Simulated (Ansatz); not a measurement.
Input file for Ansatz (a quantum-chemistry and plane-wave program):

Ansatz 0.2 input:
```yaml
crystal:
  lattice:
    - [4.1980921646, 0.0, 0.0]
    - [-2.0990460823, 3.635654462, 0.0]
    - [0.0, 0.0, 16.6469737608]
  atoms:
    - { symbol: Ge, position: [0.3333333333, 0.6666666667, 0.8992510656] }
    - { symbol: Ge, position: [0.6666666667, 0.3333333333, 0.1007489344] }
    - { symbol: Sb, position: [0.0, 0.0, 0.6813181359] }
    - { symbol: Sb, position: [0.0, 0.0, 0.3186818641] }
    - { symbol: Te, position: [0.0, 0.0, 0.0] }
    - { symbol: Te, position: [0.6666666667, 0.3333333333, 0.8007166354] }
    - { symbol: Te, position: [0.3333333333, 0.6666666667, 0.1992833646] }
    - { symbol: Te, position: [0.3333333333, 0.6666666667, 0.5782093093] }
    - { symbol: Te, position: [0.6666666667, 0.3333333333, 0.4217906907] }
kpoints:
  mp_grid: { grid: [16, 16, 4] }
hamiltonian:
  xc: lda
  pseudopotentials: { azcp: { folder: ./paw }, kind: paw }
scf:
  occupations: { method: fermi_dirac, width: 0.1 }
elastic: { mode: relaxed_ion, stencil: two_point, amplitude: 0.005, f_tol: 0.0005 }
```

Output (shortened):

```
Pseudopotential: Ge, paw, valence charge 14
Pseudopotential: Sb, paw, valence charge 15
Pseudopotential: Te, paw, valence charge 16
Functional definition: SPW92
Crystal: 9 atoms, lattice volume = 254.080 Å³
Basis set: ecut = 420 eV, 4909 PW (Γ)
Bands: 83, of which v1, the nominal top of the filled ones, is band 69 counted from 1 (68 counted from 0)
Symmetry: 12 space group operations
Space group: P-3m1 (ITA 164), of the structure as read, at distance tolerance 6.3e-5 Å
k-points: 111 of 1024
SCF 1 converged in 19 iterations: F = -55240.514517 eV  dr2 = 4.45e-14
relax step   1: F+E_penalty+E_count = -55240.51451741 eV  Δ(F+E_penalty+E_count) = +0.000e0 eV  max|allowed force component| = 1.068e-2 eV/Å  Δτ_max = 0.0000 Å  (19 SCF iters, accepted)
Crystal: 9 atoms, lattice volume = 254.080 Å³
SCF 2 converged in 19 iterations: F = -55240.514564 eV  dr2 = 2.03e-14
relax step   2: F+E_penalty+E_count = -55240.51456360 eV  Δ(F+E_penalty+E_count) = -4.619e-5 eV  max|allowed force component| = 6.403e-3 eV/Å  Δτ_max = 0.0039 Å  (19 SCF iters, accepted)
Crystal: 9 atoms, lattice volume = 254.080 Å³
SCF 3 converged in 12 iterations: F = -55240.514571 eV  dr2 = 1.53e-14
relax step   3: F+E_penalty+E_count = -55240.51457096 eV  Δ(F+E_penalty+E_count) = -7.356e-6 eV  max|allowed force component| = 6.627e-4 eV/Å  Δτ_max = 0.0015 Å  (12 SCF iters, accepted)
Crystal: 9 atoms, lattice volume = 254.080 Å³
SCF 4 converged in 10 iterations: F = -55240.514571 eV  dr2 = 9.51e-14
relax step   4: F+E_penalty+E_count = -55240.51457128 eV  Δ(F+E_penalty+E_count) = -3.189e-7 eV  max|allowed force component| = 2.847e-4 eV/Å  Δτ_max = 0.0003 Å  (10 SCF iters, accepted)
Crystal: 9 atoms, lattice volume = 254.080 Å³
SCF 5 converged in 11 iterations: F = -55240.514571 eV  dr2 = 5.37e-14
Crystal: 9 atoms, lattice volume = 252.809 Å³
Basis set: ecut = 420 eV, 4885 PW (Γ)
Symmetry: 4 space group operations
k-points: 282 of 1024
SCF 6 converged in 15 iterations: F = -55240.512735 eV  dr2 = 6.49e-14
relax step   1: F+E_penalty+E_count = -55240.51273542 eV  Δ(F+E_penalty+E_count) = +0.000e0 eV  max|allowed force component| = 2.528e-2 eV/Å  Δτ_max = 0.0000 Å  (15 SCF iters, accepted)
Crystal: 9 atoms, lattice volume = 252.809 Å³
SCF 7 converged in 13 iterations: F = -55240.512924 eV  dr2 = 1.46e-14
relax step   2: F+E_penalty+E_count = -55240.51292386 eV  Δ(F+E_penalty+E_count) = -1.884e-4 eV  max|allowed force component| = 1.531e-3 eV/Å  Δτ_max = 0.0078 Å  (13 SCF iters, accepted)
Crystal: 9 atoms, lattice volume = 252.809 Å³
SCF 8 converged in 11 iterations: F = -55240.512926 eV  dr2 = 5.63e-14
relax step   3: F+E_penalty+E_count = -55240.51292596 eV  Δ(F+E_penalty+E_count) = -2.099e-6 eV  max|allowed force component| = 6.376e-4 eV/Å  Δτ_max = 0.0010 Å  (11 SCF iters, accepted)
Crystal: 9 atoms, lattice volume = 252.809 Å³
SCF 9 converged in 9 iterations: F = -55240.512926 eV  dr2 = 8.63e-14
relax step   4: F+E_penalty+E_count = -55240.51292607 eV  Δ(F+E_penalty+E_count) = -1.120e-7 eV  max|allowed force component| = 3.965e-4 eV/Å  Δτ_max = 0.0002 Å  (9 SCF iters, accepted)
Crystal: 9 atoms, lattice volume = 252.809 Å³
SCF 10 converged in 2 iterations: F = -55240.512926 eV  dr2 = 5.45e-14
Crystal: 9 atoms, lattice volume = 255.350 Å³
Basis set: ecut = 420 eV, 4933 PW (Γ)
SCF 11 converged in 15 iterations: F = -55240.512212 eV  dr2 = 8.10e-14
relax step   1: F+E_penalty+E_count = -55240.51221237 eV  Δ(F+E_penalty+E_count) = +0.000e0 eV  max|allowed force component| = 2.449e-2 eV/Å  Δτ_max = 0.0000 Å  (15 SCF iters, accepted)
Crystal: 9 atoms, lattice volume = 255.350 Å³
SCF 12 converged in 13 iterations: F = -55240.512398 eV  dr2 = 4.85e-14
relax step   2: F+E_penalty+E_count = -55240.51239759 eV  Δ(F+E_penalty+E_count) = -1.852e-4 eV  max|allowed force component| = 2.032e-3 eV/Å  Δτ_max = 0.0082 Å  (13 SCF iters, accepted)
Crystal: 9 atoms, lattice volume = 255.350 Å³
SCF 13 converged in 10 iterations: F = -55240.512400 eV  dr2 = 9.98e-14
relax step   3: F+E_penalty+E_count = -55240.51239958 eV  Δ(F+E_penalty+E_count) = -1.988e-6 eV  max|allowed force component| = 1.705e-4 eV/Å  Δτ_max = 0.0009 Å  (10 SCF iters, accepted)
Crystal: 9 atoms, lattice volume = 255.350 Å³
SCF 14 converged in 2 iterations: F = -55240.512400 eV  dr2 = 7.35e-14
Crystal: 9 atoms, lattice volume = 252.809 Å³
SCF 15 converged in 16 iterations: F = -55240.513252 eV  dr2 = 4.41e-14
relax step   1: F+E_penalty+E_count = -55240.51325210 eV  Δ(F+E_penalty+E_count) = +0.000e0 eV  max|allowed force component| = 4.819e-2 eV/Å  Δτ_max = 0.0000 Å  (16 SCF iters, accepted)
Crystal: 9 atoms, lattice volume = 252.809 Å³
SCF 16 converged in 14 iterations: F = -55240.513755 eV  dr2 = 1.57e-14
relax step   2: F+E_penalty+E_count = -55240.51375488 eV  Δ(F+E_penalty+E_count) = -5.028e-4 eV  max|allowed force component| = 3.178e-3 eV/Å  Δτ_max = 0.0126 Å  (14 SCF iters, accepted)
Crystal: 9 atoms, lattice volume = 252.809 Å³
SCF 17 converged in 11 iterations: F = -55240.513757 eV  dr2 = 5.44e-14
relax step   3: F+E_penalty+E_count = -55240.51375747 eV  Δ(F+E_penalty+E_count) = -2.592e-6 eV  max|allowed force component| = 7.635e-5 eV/Å  Δτ_max = 0.0007 Å  (11 SCF iters, accepted)
Crystal: 9 atoms, lattice volume = 252.809 Å³
SCF 18 converged in 2 iterations: F = -55240.513757 eV  dr2 = 3.31e-14
Crystal: 9 atoms, lattice volume = 255.350 Å³
Basis set: ecut = 420 eV, 4921 PW (Γ)
SCF 19 converged in 16 iterations: F = -55240.512167 eV  dr2 = 4.03e-14
relax step   1: F+E_penalty+E_count = -55240.51216732 eV  Δ(F+E_penalty+E_count) = +0.000e0 eV  max|allowed force component| = 4.806e-2 eV/Å  Δτ_max = 0.0000 Å  (16 SCF iters, accepted)
Crystal: 9 atoms, lattice volume = 255.350 Å³
SCF 20 converged in 14 iterations: F = -55240.512707 eV  dr2 = 2.56e-14
relax step   2: F+E_penalty+E_count = -55240.51270737 eV  Δ(F+E_penalty+E_count) = -5.401e-4 eV  max|allowed force component| = 3.244e-3 eV/Å  Δτ_max = 0.0131 Å  (14 SCF iters, accepted)
Crystal: 9 atoms, lattice volume = 255.350 Å³
SCF 21 converged in 12 iterations: F = -55240.512713 eV  dr2 = 3.69e-14
relax step   3: F+E_penalty+E_count = -55240.51271330 eV  Δ(F+E_penalty+E_count) = -5.927e-6 eV  max|allowed force component| = 2.254e-4 eV/Å  Δτ_max = 0.0016 Å  (12 SCF iters, accepted)
Crystal: 9 atoms, lattice volume = 255.350 Å³
SCF 22 converged in 2 iterations: F = -55240.512713 eV  dr2 = 2.47e-14
Crystal: 9 atoms, lattice volume = 254.078 Å³
Basis set: ecut = 420 eV, 4903 PW (Γ)
SCF 23 converged in 14 iterations: F = -55240.513260 eV  dr2 = 6.53e-14
relax step   1: F+E_penalty+E_count = -55240.51325995 eV  Δ(F+E_penalty+E_count) = +0.000e0 eV  max|allowed force component| = 3.317e-2 eV/Å  Δτ_max = 0.0000 Å  (14 SCF iters, accepted)
Crystal: 9 atoms, lattice volume = 254.078 Å³
SCF 24 converged in 12 iterations: F = -55240.513652 eV  dr2 = 2.22e-14
relax step   2: F+E_penalty+E_count = -55240.51365193 eV  Δ(F+E_penalty+E_count) = -3.920e-4 eV  max|allowed force component| = 4.148e-3 eV/Å  Δτ_max = 0.0131 Å  (12 SCF iters, accepted)
Crystal: 9 atoms, lattice volume = 254.078 Å³
SCF 25 converged in 11 iterations: F = -55240.513663 eV  dr2 = 5.69e-14
relax step   3: F+E_penalty+E_count = -55240.51366285 eV  Δ(F+E_penalty+E_count) = -1.092e-5 eV  max|allowed force component| = 1.283e-3 eV/Å  Δτ_max = 0.0026 Å  (11 SCF iters, accepted)
Crystal: 9 atoms, lattice volume = 254.078 Å³
SCF 26 converged in 11 iterations: F = -55240.513664 eV  dr2 = 5.58e-15
relax step   4: F+E_penalty+E_count = -55240.51366353 eV  Δ(F+E_penalty+E_count) = -6.751e-7 eV  max|allowed force component| = 8.036e-4 eV/Å  Δτ_max = 0.0006 Å  (11 SCF iters, accepted)
Crystal: 9 atoms, lattice volume = 254.078 Å³
SCF 27 converged in 10 iterations: F = -55240.513664 eV  dr2 = 1.01e-14
relax step   5: F+E_penalty+E_count = -55240.51366373 eV  Δ(F+E_penalty+E_count) = -2.081e-7 eV  max|allowed force component| = 2.075e-4 eV/Å  Δτ_max = 0.0002 Å  (10 SCF iters, accepted)
Crystal: 9 atoms, lattice volume = 254.078 Å³
SCF 28 converged in 2 iterations: F = -55240.513664 eV  dr2 = 7.57e-15
Crystal: 9 atoms, lattice volume = 254.078 Å³
SCF 29 converged in 14 iterations: F = -55240.513248 eV  dr2 = 8.09e-14
relax step   1: F+E_penalty+E_count = -55240.51324772 eV  Δ(F+E_penalty+E_count) = +0.000e0 eV  max|allowed force component| = 3.358e-2 eV/Å  Δτ_max = 0.0000 Å  (14 SCF iters, accepted)
Crystal: 9 atoms, lattice volume = 254.078 Å³
SCF 30 converged in 12 iterations: F = -55240.513633 eV  dr2 = 7.03e-14
relax step   2: F+E_penalty+E_count = -55240.51363271 eV  Δ(F+E_penalty+E_count) = -3.850e-4 eV  max|allowed force component| = 3.053e-3 eV/Å  Δτ_max = 0.0163 Å  (12 SCF iters, accepted)
Crystal: 9 atoms, lattice volume = 254.078 Å³
SCF 31 converged in 11 iterations: F = -55240.513638 eV  dr2 = 3.25e-14
relax step   3: F+E_penalty+E_count = -55240.51363792 eV  Δ(F+E_penalty+E_count) = -5.215e-6 eV  max|allowed force component| = 9.413e-4 eV/Å  Δτ_max = 0.0016 Å  (11 SCF iters, accepted)
Crystal: 9 atoms, lattice volume = 254.078 Å³
SCF 32 converged in 11 iterations: F = -55240.513637 eV  dr2 = 2.06e-14
relax step   4: F+E_penalty+E_count = -55240.51363740 eV  Δ(F+E_penalty+E_count) = +5.193e-7 eV  max|allowed force component| = 1.736e-3 eV/Å  Δτ_max = 0.0004 Å  (11 SCF iters, rejected (line search))
Crystal: 9 atoms, lattice volume = 254.078 Å³
SCF 33 converged in 11 iterations: F = -55240.513638 eV  dr2 = 4.25e-14
relax step   5: F+E_penalty+E_count = -55240.51363835 eV  Δ(F+E_penalty+E_count) = -4.303e-7 eV  max|allowed force component| = 2.793e-4 eV/Å  Δτ_max = 0.0002 Å  (11 SCF iters, accepted)
Crystal: 9 atoms, lattice volume = 254.078 Å³
SCF 34 converged in 2 iterations: F = -55240.513638 eV  dr2 = 2.57e-14
SCF converged after 11 iterations
Stability not checked: this state was not tested for a lower state beside it, because too few of the mixer's solves of this state at the end of the SCF gave a …
Free energy (F): -55240.514571 eV
Harris-Foulkes:  -55240.514571 eV  (|F-HF|=1.46e-11)
Internal energy: -55240.494622 eV  (E = F + TS)
E sigma→0 (E₀):  -55240.504597 eV
Entropy (-TS):   -0.019949 eV (-2.217 meV/atom)
Fermi energy:    10.026754 eV
--- Per-component energies (eV) ---
  E_band       = -1836.568763
  E_kinetic    = 1380.460712
  E_local      = -15527.211337  (includes V_loc(G=0)·N_el)
  E_nonlocal   = 1572.387682
  E_hartree    = 7418.375885
  E_xc         = -955.556793
  E_vxc        = -832.929317  (∫ρ·V_xc dr)
  E_paw        = -35232.898503  (= ΣΔE_a)
  E_vpaw       = -3266.028906  (= ΣTr[D̂ρ^β])
  E_aug_tail   = 0.000634  (compensation charges beyond the density's cutoff)
  E_ewald      = -13904.380387
  E_core_change = 8.327486  (= ΣΔE_core)
  E_smearing   = -0.019949  (= −TS)
  E_closure    =  0.000000  (closes the sum)
  Σ components = -55240.514571   (vs F -55240.514571, Δ=0.00e0)
--- Forces (eV/Å), atoms counted from 1 ---
  atom   1  Ge     0.00000000     0.00000000    -0.00028469
  atom   2  Ge     0.00000000     0.00000000     0.00028469
  atom   3  Sb     0.00000000     0.00000000    -0.00008452
  atom   4  Sb     0.00000000     0.00000000     0.00008452
  atom   5  Te     0.00000000     0.00000000     0.00000000
  atom   6  Te     0.00000000     0.00000000     0.00006297
  atom   7  Te     0.00000000     0.00000000    -0.00006297
  atom   8  Te     0.00000000     0.00000000     0.00001472
  atom   9  Te     0.00000000     0.00000000    -0.00001472
  max |Σ_I F_I| component: 9.25e-18 eV/Å
--- Stress (GPa, compression-positive) ---
       -0.035954       0.000000       0.000000
        0.000000      -0.035954       0.000000
        0.000000       0.000000      -0.070371
  P = ⅓ Tr σ = -0.0474 GPa (-0.474 kbar)
--- Band table (eV; the first three rows and the last of 111) ---
  k-point 0: bands = ["-27.0971", "-27.0971", "-27.0914", "-27.0890", "-27.0866", "-27.0866", "-27.0847", "-27.0847", "-27.0825", "-27.0825", "-26.9213", "-26.9213", "-26.9202", "-26.9202", "-26.9202", "-26.9202", "-26.9033", "-26.9033", "-26.9033", …
  k-point 1: bands = ["-27.0971", "-27.0971", "-27.0914", "-27.0890", "-27.0866", "-27.0866", "-27.0847", "-27.0847", "-27.0825", "-27.0825", "-26.9213", "-26.9213", "-26.9202", "-26.9202", "-26.9202", "-26.9202", "-26.9033", "-26.9033", "-26.9033", …
  k-point 2: bands = ["-27.0971", "-27.0971", "-27.0913", "-27.0890", "-27.0866", "-27.0866", "-27.0847", "-27.0847", "-27.0825", "-27.0825", "-26.9213", "-26.9213", "-26.9202", "-26.9202", "-26.9202", "-26.9202", "-26.9033", "-26.9033", "-26.9033", …
  k-point 110: bands = ["-27.0977", "-27.0941", "-27.0933", "-27.0876", "-27.0871", "-27.0857", "-27.0839", "-27.0825", "-27.0824", "-27.0818", "-26.9208", "-26.9208", "-26.9206", "-26.9206", "-26.9201", "-26.9201", "-26.9022", "-26.9022", "-26.9019", …
--- Elastic constants: 3 strain directions × 2 members + reference (group order 12) ---
  dense FFT box of the reference and of every strained cell: 30×30×120
  strains applied: 11, 33, 23; error gains …
  reference relaxed by the batch: 4 steps …
  largest displacement 3.9e-3 Å; the constants are those of the deck's cell at these positions:
  atoms:
    - { symbol: Ge, position: [0.33333333333333337, 0.6666666666666667, 0.8991696366578095] }
    - { symbol: Ge, position: [0.6666666666666667, 0.33333333333333337, 0.10083036334219049] }
    - { symbol: Sb, position: [0.0, 0.0, 0.6811595644927372] }
    - { symbol: Sb, position: [0.0, 0.0, 0.3188404355072628] }
    - { symbol: Te, position: [0.0, 0.0, 0.0] }
    - { symbol: Te, position: [0.6666666666666667, 0.33333333333333337, 0.8007064099295511] }
    - { symbol: Te, position: [0.33333333333333337, 0.6666666666666667, 0.19929359007044892] }
    - { symbol: Te, position: [0.33333333333333337, 0.6666666666666667, 0.577975255847968] }
    - { symbol: Te, position: [0.6666666666666667, 0.33333333333333337, 0.42202474415203206] }
  C = ∂σ_k/∂η_j (tension-positive GPa; Voigt order 11 22 33 23 13 12):
        95.967     21.126     32.646     20.801      0.000      0.000
        21.126     95.967     32.646    -20.801      0.000      0.000
        32.632     32.632     67.310      0.000      0.000      0.000
        20.830    -20.830      0.000     46.269      0.000      0.000
         0.000      0.000      0.000      0.000     46.269     20.830
         0.000      0.000      0.000      0.000     20.801     37.421
  reference stress σ⁰ (GPa):      0.036      0.036      0.070      0.000      0.000      0.000
  moduli (Voigt/Reuss/Hill, GPa): K = 48.01/47.47/47.74   G = 37.51/27.93/32.72   E = 79.91   ν = 0.221
  mechanically stable: yes (min eigenvalue of sym C = 20.56 GPa)
  strain η (Voigt 11):  stress-route row diagonal C_11 = 95.97 GPa, energy-path curvature d²(F+E_count+ΔE)/dδ²/Ω₀ = 95.97 GPa
         δ    σ_11 (GPa)             F (eV)   n_scf  n_hpsi   n_pw
    -5.000e-3      -0.4505      -55240.5129261       2  193490   4977   relax 4 steps, max|allowed force component| 3.96e-4 eV/Å
     5.000e-3       0.5092      -55240.5123996       2  194829   5028   relax 3 steps, max|allowed force component| 1.71e-4 eV/Å
  strain η (Voigt 33):  stress-route row diagonal C_33 = 67.31 GPa, energy-path curvature d²(F+E_count+ΔE)/dδ²/Ω₀ = 67.35 GPa
         δ    σ_33 (GPa)             F (eV)   n_scf  n_hpsi   n_pw
    -5.000e-3      -0.2784      -55240.5137575       2   75683   4970   relax 3 steps, max|allowed force component| 7.64e-5 eV/Å
     5.000e-3       0.3947      -55240.5127133       2   75940   5025   relax 3 steps, max|allowed force component| 2.25e-4 eV/Å
  strain η (Voigt 23):  stress-route row diagonal C_44 = 46.27 GPa, energy-path curvature d²(F+E_count+ΔE)/dδ²/Ω₀ = 46.29 GPa
         δ    σ_23 (GPa)             F (eV)   n_scf  n_hpsi   n_pw
    -5.000e-3      -0.2267      -55240.5136637       2  193160   4994   relax 5 steps, max|allowed force component| 2.08e-4 eV/Å
     5.000e-3       0.2360      -55240.5136384       2  194053   4994   relax 5 steps, max|allowed force component| 2.79e-4 eV/Å
```

Cost: around 80 core-minutes (rough) on shared cores.

Symmetry was held in the LDA relaxation; of distortions, only those at the zone centre were tested. A crystal of weakly bound layers computed without a dispersion correction: the cell and the soft elastic constants depend strongly on that. As this level gives no gap, shear constants depend on the k-mesh and smearing (Fermi–Dirac, 0.1 eV here). Scalar-relativistic: spin–orbit coupling is off unless named, which matters more the heavier the elements.

Potentials: the earlier of the program's two PAW sets.

Ansatz is a plane-wave DFT program.
